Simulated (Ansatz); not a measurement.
NaTl in space group Fd-3m (No. 227; Na on 8b, Tl on 8a) under volume change, DFT-r²SCAN in the program Ansatz with PAW potentials, scaled uniformly.

```
V (Å³/atom)  E − E(relaxed) (meV/atom)  P (GPa)
-----------  -------------------------  -------
23.920                            18.7     2.77
24.708                             7.8     1.69
25.497                             1.9     0.77
26.285                             0.0     0.00
27.074                             1.7    -0.65
27.862                             6.3    -1.21
28.651                            13.4    -1.67
```

### Question
What does a third-order Birch–Murnaghan fit give for V₀, B₀ and B′?

### Answer
V₀ = 26.29 Å³/atom, B₀ = 23.6 GPa, B′ = 4.6.

The workflow started from an entry of the Crystallography Open Database (COD). Whether it is the stable phase at ambient conditions was not checked. Symmetry was held in the r²SCAN relaxation; its stability against distortions is not shown here. Spin–orbit coupling is left out wherever it is not named.

Potentials: the later of the program's two PAW sets.
